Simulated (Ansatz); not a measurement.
Question: TaS₂ (CdI2 type, P-3m1) is relaxed with DFT-PBE in the program Ansatz with PAW potentials. What lattice parameters of the conventional cell result?

Answer: a = 3.377 Å, c = 6.678 Å.

Question: Give the free coordinates with the occupied sites.

Answer: In one choice of origin and axes:

```
atom  site  symmetry       x       y       z
----  ----  --------  ------  ------  ------
Ta      1a      -3m.  0.0000  0.0000  0.0000
S       2d       3m.  0.3333  0.6667  0.2298
```

Question: Is it a metal or does it have a gap at this level?

Answer: No gap at this level.

The cell was relaxed with PBE under the symmetry of its start. No spin polarisation was allowed. The volume lies over 15 % above that of the usual cell of this phase: another minimum, or an error of the functional. A crystal of weakly bound layers computed without a dispersion correction: the cell and the soft elastic constants depend strongly on that. With an odd number of electrons in the cell and no spin polarisation, the count alone makes it a metal. Spin–orbit coupling is left out wherever it is not named.

Potentials: the later of the program's two PAW sets.
